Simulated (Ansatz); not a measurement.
**Question.** Name crystals whose computed values (DFT-PBEsol in the program Ansatz with PAW potentials) fall in these windows: G_Hill (GPa) 25 to 33; highest Γ mode, no LO–TO term (cm⁻¹) 180 to 240.

**Answer.** 

```tsv
crystal	G_Hill (GPa)	highest Γ mode, no LO–TO term (cm⁻¹)
Sc, dhcp (α-La type)	28.2	215
InAs, zinc blende	26.6	209
BiAu2, cubic Laves (MgCu2 type)	29.2	189
NaF, rock salt	31.7	239
Zr3Ag, Cu3Au type	28.0	197
```
Others may fit too.

Built on a structure type that need not be the filed one of that space group: Sc, dhcp (α-La type). Not the usual ambient phase: Sc, dhcp (α-La type). Standing as an ambient phase not checked: BiAu2, cubic Laves (MgCu2 type); Zr3Ag, Cu3Au type. All cells were relaxed under the symmetry of their starts (and spin orders); stability against distortions was not tested throughout. Rows with no word on spin ran without spin polarisation. Scalar-relativistic: spin–orbit coupling is off unless named, which matters more the heavier the elements.

Potentials: the later of the program's two PAW sets.
